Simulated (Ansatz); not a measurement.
Input for Ansatz (plane-wave DFT, PAW):

```yaml
crystal:
  lattice:
    - [2.0680774515, 1.1940050733, 10.0521083439]
    - [-2.0680774515, 1.1940050733, 10.0521083439]
    - [0.0, -2.3880101467, 10.0521083438]
  atoms:
    - { symbol: Bi, position: [0.3972558163, 0.3972558163, 0.3972558163] }
    - { symbol: Bi, position: [0.6027441837, 0.6027441837, 0.6027441837] }
    - { symbol: Se, position: [0.0, 0.0, 0.0] }
    - { symbol: Se, position: [0.2178621617, 0.2178621617, 0.2178621617] }
    - { symbol: Se, position: [0.7821378383, 0.7821378383, 0.7821378383] }
basis:
  ecutwfc: 420
kpoints:
  mp_grid: { grid: [6, 6, 6] }
hamiltonian:
  xc: pbe
scf:
  occupations: { method: gaussian, width: 0.02 }
output:
  forces: true
  stress: true
  eigenvalues: true
  write_density: true
  write_potential: true
  elf: true
  volumetric_format: npy
relax:
  adjacent_minimum: "off"
  f_tol: 0.01
  max_steps: 30
  cell: { stress_tol: 0.1, fix: [volume] }
```

Command:
```bash
ansatz run input.yaml --threads 1 --pin off --max-ram 2560MiB --backend cpu --events-out ev --progress --plain --runs-dir out
```

The calculation used Ansatz, DFT PBE, scalar-relativistic, plane waves, PAW.

Part of what the program printed, abridged (iterations and final results):

```
SCF iter   1: F=—  HF=-41202.257510 eV  |F-HF|=—  |Δ(HF+E_count)|=         —  Δρ=1.31e-3  dr2=3.46e-3  ethr=1.77e-3  ⟨swp⟩=7.5  Hψ=6012  notcnv=0  defer=1
SCF iter   2: F=—  HF=-41202.255603 eV  |F-HF|=—  |Δ(HF+E_count)|=   1.91e-3  Δρ=5.99e-4  dr2=5.37e-4  ethr=4.44e-6  ⟨swp⟩=2.0  Hψ=3192  notcnv=0  defer=48
SCF iter   3: F=—  HF=-41202.255802 eV  |F-HF|=—  |Δ(HF+E_count)|=   1.98e-4  Δρ=2.83e-4  dr2=1.66e-4  ethr=6.89e-7  ⟨swp⟩=2.0  Hψ=2402  notcnv=0  defer=48
SCF iter   4: F=—  HF=-41202.255917 eV  |F-HF|=—  |Δ(HF+E_count)|=   1.16e-4  Δρ=1.26e-4  dr2=5.52e-5  ethr=2.12e-7  ⟨swp⟩=2.0  Hψ=1851  notcnv=0  defer=48
SCF iter   5: F=—  HF=-41202.255915 eV  |F-HF|=—  |Δ(HF+E_count)|=   1.89e-6  Δρ=4.44e-5  dr2=6.62e-6  ethr=7.08e-8  ⟨swp⟩=2.0  Hψ=1731  notcnv=0  defer=48
SCF iter   6: F=—  HF=-41202.255921 eV  |F-HF|=—  |Δ(HF+E_count)|=   6.07e-6  Δρ=1.45e-5  dr2=5.38e-7  ethr=8.48e-9  ⟨swp⟩=2.0  Hψ=1871  notcnv=0  defer=48
SCF iter   7: F=-41202.255922 eV  HF=-41202.255922 eV  |F-HF|=1.02e-8  |Δ(HF+E_count)|=   8.44e-7  Δρ=4.82e-6  dr2=5.59e-8  ethr=1.28e-10  ⟨swp⟩=15.3  Hψ=14090  notcnv=0
SCF 1 converged in 7 iterations: F = -41202.255922 eV  dr2 = 5.59e-8
  Residual-converged pass: ⟨swp⟩=1.0  Hψ=1632  notcnv=0  max |occ|·‖R‖ = 7.1e-9 eV (tolerance 1.0e-8 eV) dr2=5.59e-8  dr2_onsite=5.23e-8  max |Δocc| = 9.4e-93
relax step   1: F+E_penalty+E_count = -41202.25592225 eV  Δ(F+E_penalty+E_count) = +0.000e0 eV  max|allowed force component| = 2.536e-1 eV/Å  Δτ_max = 0.0000 Å  P = +2.075 GPa  Ω = 148.930 Å³  fix = [volume]  reactions: volume +2.075 GPa (7 SCF iters, dr2 threshold 1.00e-7 eV, accepted)
Basis set: ecut = 420 eV, 2859 PW (Γ), FFT grids on a1−a2, a2, −a2+a3, exchange–correlation on 60×144×60 points (8 copies of the dense FFT grid, shifted against one another)
Initial density: handed on by an earlier stage of this run
Initial wavefunctions: those handed on with the density
SCF iter   1: F=—  HF=-41202.261066 eV  |F-HF|=—  |Δ(HF+E_count)|=         —  Δρ=7.82e-3  dr2=7.19e-2  ethr=9.13e-5  ⟨swp⟩=2.4  Hψ=6890  notcnv=0
SCF iter   2: F=—  HF=-41202.244099 eV  |F-HF|=—  |Δ(HF+E_count)|=   1.70e-2  Δρ=3.85e-3  dr2=1.55e-2  ethr=9.13e-5  ⟨swp⟩=3.6  Hψ=3000  notcnv=0
SCF iter   3: F=—  HF=-41202.243009 eV  |F-HF|=—  |Δ(HF+E_count)|=   1.09e-3  Δρ=1.22e-3  dr2=7.77e-3  ethr=1.98e-5  ⟨swp⟩=3.1  Hψ=3155  notcnv=0
SCF iter   4: F=—  HF=-41202.242569 eV  |F-HF|=—  |Δ(HF+E_count)|=   4.40e-4  Δρ=5.72e-4  dr2=5.72e-4  ethr=9.96e-6  ⟨swp⟩=2.2  Hψ=1864  notcnv=0
SCF iter   5: F=—  HF=-41202.242741 eV  |F-HF|=—  |Δ(HF+E_count)|=   1.73e-4  Δρ=1.40e-4  dr2=4.41e-5  ethr=7.34e-7  ⟨swp⟩=2.0  Hψ=2432  notcnv=0
SCF iter   6: F=—  HF=-41202.242739 eV  |F-HF|=—  |Δ(HF+E_count)|=   2.37e-6  Δρ=4.86e-5  dr2=4.46e-6  ethr=5.65e-8  ⟨swp⟩=2.0  Hψ=2752  notcnv=0
SCF iter   7: F=—  HF=-41202.242743 eV  |F-HF|=—  |Δ(HF+E_count)|=   3.86e-6  Δρ=1.61e-5  dr2=5.52e-7  ethr=5.72e-9  ⟨swp⟩=2.0  Hψ=2432  notcnv=0
SCF iter   8: F=-41202.242743 eV  HF=-41202.242743 eV  |F-HF|=3.36e-8  |Δ(HF+E_count)|=   5.49e-7  Δρ=3.65e-6  dr2=2.52e-8  ethr=6.41e-10  ⟨swp⟩=10.9  Hψ=12050  notcnv=0
SCF 2 converged in 8 iterations: F = -41202.242743 eV  dr2 = 2.52e-8
relax step   2: F+E_penalty+E_count = -41202.24274349 eV  Δ(F+E_penalty+E_count) = +1.318e-2 eV  max|allowed force component| = 3.474e-1 eV/Å  Δτ_max = 0.1840 Å  P = -0.475 GPa  Ω = 148.930 Å³  fix = [volume]  (8 SCF iters, dr2 threshold 5.00e-7 eV, rejected (line search))
SCF iter   1: F=—  HF=-41202.282227 eV  |F-HF|=—  |Δ(HF+E_count)|=         —  Δρ=4.08e-3  dr2=2.32e-2  ethr=3.14e-5  ⟨swp⟩=2.9  Hψ=7069  notcnv=0
SCF iter   2: F=—  HF=-41202.277126 eV  |F-HF|=—  |Δ(HF+E_count)|=   5.10e-3  Δρ=2.00e-3  dr2=4.81e-3  ethr=2.98e-5  ⟨swp⟩=2.6  Hψ=2001  notcnv=0
SCF iter   3: F=—  HF=-41202.276605 eV  |F-HF|=—  |Δ(HF+E_count)|=   5.20e-4  Δρ=7.05e-4  dr2=1.98e-3  ethr=6.16e-6  ⟨swp⟩=2.3  Hψ=2888  notcnv=0
SCF iter   4: F=—  HF=-41202.276500 eV  |F-HF|=—  |Δ(HF+E_count)|=   1.05e-4  Δρ=2.81e-4  dr2=1.57e-4  ethr=2.54e-6  ⟨swp⟩=2.4  Hψ=2562  notcnv=0
SCF iter   5: F=—  HF=-41202.276535 eV  |F-HF|=—  |Δ(HF+E_count)|=   3.48e-5  Δρ=6.70e-5  dr2=9.08e-6  ethr=2.01e-7  ⟨swp⟩=2.5  Hψ=2589  notcnv=0
SCF iter   6: F=—  HF=-41202.276520 eV  |F-HF|=—  |Δ(HF+E_count)|=   1.50e-5  Δρ=2.23e-5  dr2=1.06e-6  ethr=1.16e-8  ⟨swp⟩=2.0  Hψ=2432  notcnv=0
SCF iter   7: F=—  HF=-41202.276523 eV  |F-HF|=—  |Δ(HF+E_count)|=   3.12e-6  Δρ=8.31e-6  dr2=1.23e-7  ethr=1.36e-9  ⟨swp⟩=2.0  Hψ=2432  notcnv=0
SCF iter   8: F=—  HF=-41202.276523 eV  |F-HF|=—  |Δ(HF+E_count)|=   1.48e-7  Δρ=1.91e-6  dr2=5.45e-9  ethr=1.57e-10  ⟨swp⟩=2.0  Hψ=1950  notcnv=0
SCF iter   9: F=—  HF=-41202.276523 eV  |F-HF|=—  |Δ(HF+E_count)|=   9.55e-9  Δρ=5.19e-7  dr2=4.13e-10  ethr=6.98e-12  ⟨swp⟩=2.0  Hψ=2744  notcnv=0
SCF iter  10: F=-41202.276523 eV  HF=-41202.276523 eV  |F-HF|=1.46e-11  |Δ(HF+E_count)|=  1.16e-10  Δρ=1.97e-7  dr2=6.96e-11  ethr=1.00e-12  ⟨swp⟩=7.0  Hψ=8136  notcnv=0
SCF 3 converged in 10 iterations: F = -41202.276523 eV  dr2 = 6.96e-11
relax step   3: F+E_penalty+E_count = -41202.27652313 eV  Δ(F+E_penalty+E_count) = -2.060e-2 eV  max|allowed force component| = 1.047e-2 eV/Å  Δτ_max = 0.0896 Å  P = +0.741 GPa  Ω = 148.930 Å³  fix = [volume]  reactions: volume +0.741 GPa (10 SCF iters, accepted)
SCF iter   1: F=—  HF=-41202.277026 eV  |F-HF|=—  |Δ(HF+E_count)|=         —  Δρ=2.45e-4  dr2=1.33e-4  ethr=2.09e-7  ⟨swp⟩=3.1  Hψ=7755  notcnv=0
SCF iter   2: F=—  HF=-41202.277011 eV  |F-HF|=—  |Δ(HF+E_count)|=   1.51e-5  Δρ=1.23e-4  dr2=2.65e-5  ethr=1.70e-7  ⟨swp⟩=1.4  Hψ=1568  notcnv=0
SCF iter   3: F=—  HF=-41202.276989 eV  |F-HF|=—  |Δ(HF+E_count)|=   2.23e-5  Δρ=6.98e-5  dr2=9.12e-6  ethr=3.40e-8  ⟨swp⟩=1.4  Hψ=1632  notcnv=0
SCF iter   4: F=—  HF=-41202.276990 eV  |F-HF|=—  |Δ(HF+E_count)|=   1.23e-6  Δρ=1.57e-5  dr2=6.08e-7  ethr=1.17e-8  ⟨swp⟩=2.8  Hψ=2723  notcnv=0
SCF iter   5: F=—  HF=-41202.276990 eV  |F-HF|=—  |Δ(HF+E_count)|=   1.89e-7  Δρ=7.08e-6  dr2=8.12e-8  ethr=7.80e-10  ⟨swp⟩=2.0  Hψ=2752  notcnv=0
SCF iter   6: F=-41202.276990 eV  HF=-41202.276990 eV  |F-HF|=9.15e-9  |Δ(HF+E_count)|=   5.10e-8  Δρ=2.11e-6  dr2=7.67e-9  ethr=8.37e-11  ⟨swp⟩=8.8  Hψ=9967  notcnv=0
SCF 4 converged in 6 iterations: F = -41202.276990 eV  dr2 = 7.67e-9
relax step   4: F+E_penalty+E_count = -41202.27699001 eV  Δ(F+E_penalty+E_count) = -4.669e-4 eV  max|allowed force component| = 5.510e-3 eV/Å  Δτ_max = 0.0038 Å  P = +0.687 GPa  Ω = 148.930 Å³  fix = [volume]  reactions: volume +0.687 GPa (6 SCF iters, dr2 threshold 6.53e-8 eV, accepted)
Initial wavefunctions: pseudopotential atomic-orbital guess (no wavefunctions were taken with the density)
SCF iter   1: F=—  HF=-41202.273662 eV  |F-HF|=—  |Δ(HF+E_count)|=         —  Δρ=3.14e-4  dr2=3.48e-6  ethr=1.66e-7  ⟨swp⟩=3.2  Hψ=10472  notcnv=0
SCF iter   2: F=—  HF=-41202.276141 eV  |F-HF|=—  |Δ(HF+E_count)|=   2.48e-3  Δρ=1.58e-4  dr2=8.28e-7  ethr=4.46e-9  ⟨swp⟩=2.0  Hψ=2023  notcnv=0
SCF iter   3: F=—  HF=-41202.276979 eV  |F-HF|=—  |Δ(HF+E_count)|=   8.38e-4  Δρ=1.58e-5  dr2=1.36e-7  ethr=1.06e-9  ⟨swp⟩=2.0  Hψ=2025  notcnv=0
SCF iter   4: F=—  HF=-41202.276987 eV  |F-HF|=—  |Δ(HF+E_count)|=   7.45e-6  Δρ=3.18e-6  dr2=1.81e-8  ethr=1.74e-10  ⟨swp⟩=2.0  Hψ=2690  notcnv=0
SCF iter   5: F=—  HF=-41202.276987 eV  |F-HF|=—  |Δ(HF+E_count)|=   2.46e-7  Δρ=8.89e-7  dr2=1.17e-9  ethr=2.32e-11  ⟨swp⟩=1.9  Hψ=2026  notcnv=0
SCF iter   6: F=—  HF=-41202.276987 eV  |F-HF|=—  |Δ(HF+E_count)|=   1.31e-8  Δρ=3.81e-7  dr2=4.00e-10  ethr=1.00e-12  ⟨swp⟩=7.0  Hψ=8163  notcnv=0
SCF iter   7: F=-41202.276987 eV  HF=-41202.276987 eV  |F-HF|=7.28e-11  |Δ(HF+E_count)|=   1.02e-9  Δρ=1.31e-7  dr2=5.21e-11  ethr=1.00e-12  ⟨swp⟩=6.7  Hψ=7127  notcnv=0
SCF 5 converged in 7 iterations: F = -41202.276987 eV  dr2 = 5.21e-11
SCF converged after 7 iterations
Free energy (F): -41202.276987 eV
Harris-Foulkes:  -41202.276987 eV  (|F-HF|=7.28e-11)
Internal energy: -41202.276987 eV  (E = F + TS)
E sigma→0 (E₀):  -41202.276987 eV
Fermi energy:    8.399127 eV
--- Per-component energies (eV) ---
  E_band       = -1390.062710
  E_kinetic    = 955.705868
  E_local      = -10721.923309  (includes V_loc(G=0)·N_el)
  E_nonlocal   = -663.288190
  E_hartree    = 4768.941768
  E_xc         = -615.912210
  E_vxc        = -583.392891  (∫ρ·V_xc dr)
  E_paw        = -27059.303756  (= ΣΔE_a)
  E_vpaw       = 84.954419  (= ΣTr[D̂ρ^β])
  E_aug_tail   = -0.002628  (compensation charges beyond the density's cutoff)
  E_ewald      = -7866.494530
  E_smearing   =  0.000000  (= −TS)
--- Forces (eV/Å), atoms counted from 1 ---
  atom   1  Bi     0.00000000     0.00000000     0.00084625
  atom   2  Bi     0.00000000     0.00000000    -0.00084625
  atom   3  Se     0.00000000     0.00000000     0.00000000
  atom   4  Se     0.00000000     0.00000000     0.00554199
  atom   5  Se     0.00000000     0.00000000    -0.00554199
--- Stress (GPa, compression-positive) ---
        0.709902       0.000000       0.000000
        0.000000       0.709902       0.000000
        0.000000       0.000000       0.638930
  P = ⅓ Tr σ = 0.6862 GPa (6.862 kbar)
--- Band table (eV; the first three rows and the last of 32) ---
  k-point 0: bands = ["-38.9443", "-38.9443", "-38.9442", "-38.9442", "-38.9388", "-38.9388", "-38.9386", "-38.9386", "-38.9360", "-38.9360", "-38.8531", "-38.8447", "-38.8447", "-38.8142", "-38.8142", "-14.7635", "-14.7635", "-14.7619", "-14.7619", "-14.7543", "-14.7520", "-14.7438", "-14.7438", "-14.7415", "-14.7415", "-5.8575", "-5.2145", "-4.3117", "-1.2138", "-0.3702", "6.2754", "6.3293", "6.5489", "6.5489", "6.6552", "6.6552", "7.1858", "7.1858", "8.2040", "8.5943", "9.8157", "9.8157", "10.4536", "11.0026", "11.0026", "14.2576", "15.1571"]
  k-point 1: bands = ["-38.9443", "-38.9443", "-38.9442", "-38.9442", "-38.9389", "-38.9388", "-38.9386", "-38.9386", "-38.9360", "-38.9360", "-38.8531", "-38.8447", "-38.8447", "-38.8142", "-38.8142", "-14.7666", "-14.7645", "-14.7577", "-14.7562", "-14.7511", "-14.7488", "-14.7469", "-14.7448", "-14.7444", "-14.7416", "-5.6158", "-5.0060", "-4.1850", "-1.3534", "-0.6708", "5.1040", "5.3551", "5.7943", "5.9486", "6.4899", "7.1044", "7.1338", "7.2775", "7.6510", "9.6394", "10.1239", "10.3690", "10.5389", "11.1433", "11.6714", "13.6138", "14.4851"]
  k-point 2: bands = ["-38.9443", "-38.9442", "-38.9442", "-38.9441", "-38.9389", "-38.9389", "-38.9387", "-38.9386", "-38.9360", "-38.9360", "-38.8530", "-38.8447", "-38.8447", "-38.8142", "-38.8141", "-14.7750", "-14.7715", "-14.7551", "-14.7509", "-14.7502", "-14.7474", "-14.7416", "-14.7416", "-14.7397", "-14.7389", "-4.9429", "-4.4881", "-3.9361", "-1.8933", "-1.3970", "3.7188", "4.7634", "5.1415", "5.3583", "5.8292", "6.0913", "6.9371", "7.1523", "7.7101", "9.3835", "10.4582", "10.6703", "11.3567", "11.9507", "12.6233", "12.7560", "14.8990"]
  k-point 31: bands = ["-38.9443", "-38.9443", "-38.9442", "-38.9442", "-38.9388", "-38.9388", "-38.9386", "-38.9386", "-38.9360", "-38.9360", "-38.8531", "-38.8447", "-38.8447", "-38.8142", "-38.8142", "-14.7635", "-14.7635", "-14.7620", "-14.7620", "-14.7542", "-14.7521", "-14.7439", "-14.7439", "-14.7415", "-14.7415", "-5.7656", "-5.4198", "-4.1242", "-1.5019", "-0.1223", "5.8186", "6.4885", "6.4885", "6.8031", "6.8031", "6.8950", "7.0704", "7.0704", "7.8268", "8.9012", "10.0112", "10.0112", "10.3851", "10.7848", "10.7848", "14.2319", "15.1398"]
--- Relaxed structure (4 steps of the walk, 3 accepted, 1 SCFs on fresh bases) ---
  F+E_penalty+E_count = -41202.27698717 eV   max|allowed force component| = 5.542e-3 eV/Å   (the final SCF, on the basis selected at the relaxed cell)
  cell:  # Å, volume = 148.9297 Å³
    - [2.08627215, 1.20450978, 9.87754094]
    - [-2.08627215, 1.20450978, 9.87754094]
    - [0.0, -2.40901957, 9.87754094]
  atoms:
    - { symbol: Bi, position: [0.39884415, 0.39884415, 0.39884415] }
    - { symbol: Bi, position: [0.60115584, 0.60115584, 0.60115584] }
    - { symbol: Se, position: [0.0, 0.0, 0.0] }
    - { symbol: Se, position: [0.21476597, 0.21476597, 0.21476597] }
    - { symbol: Se, position: [0.78523402, 0.78523402, 0.78523402] }
```

The relaxation met its thresholds.

Time: 78 s on 1 thread of Intel(R) Xeon(R) Processor @ 2.70GHz, with other jobs on the host, peak memory 0.55 GiB.

Spin–orbit coupling is left out, which can shift energies with elements as heavy as these. The cell holds layers, and where no dispersion correction was added their binding is poorly described.